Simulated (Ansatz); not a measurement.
SnC:
```
SnC
1.0
    0.00000     2.39940     2.39940
    2.39940     0.00000     2.39940
    2.39940     2.39940     0.00000
C Sn
1 1
Direct
  0.00000   0.00000   0.00000
  0.50000   0.50000   0.50000
```

Relaxed with PBE. Special points in fractions of this cell's reciprocal vectors: Γ (0.000, 0.000, 0.000); X (0.500, 0.000, 0.500); U (0.625, 0.250, 0.625); K (0.375, 0.375, 0.750); L (0.500, 0.500, 0.500); W (0.500, 0.250, 0.750).

Problem. List the band energies nearest the Fermi level at these points for the program Ansatz at the PBE with spin–orbit coupling level (PAW).

Solution. In eV from the Fermi level; about four levels below and three above (degenerate sets whole), none deeper than 8.9 eV; points with the same levels are listed once.

```tsv
k	below	above
Γ	-0.43 -0.43 -0.43 -0.43	1.06 1.06 9.56 9.56
X	-2.98 -2.98 -2.71 -2.71	4.94 4.94 9.44 9.44
U	-5.93 -5.93 -2.20 -2.20	0.37 0.37 6.37 6.37
L	-8.83 -8.83	0.05 0.05 0.07 0.07
W	-5.32 -5.32 -5.13 -5.13	2.92 2.92 5.97 5.97
```

Space group Fm-3m (rock salt). The cell is a constructed one: a structure type filled with these elements; neither database checked (COD, Materials Project) lists it. Whether it is the stable phase at ambient conditions was not checked. The cell was relaxed with PBE under the symmetry of its start; its stability against distortions is not shown here.

Potentials: the later of the program's two PAW sets.
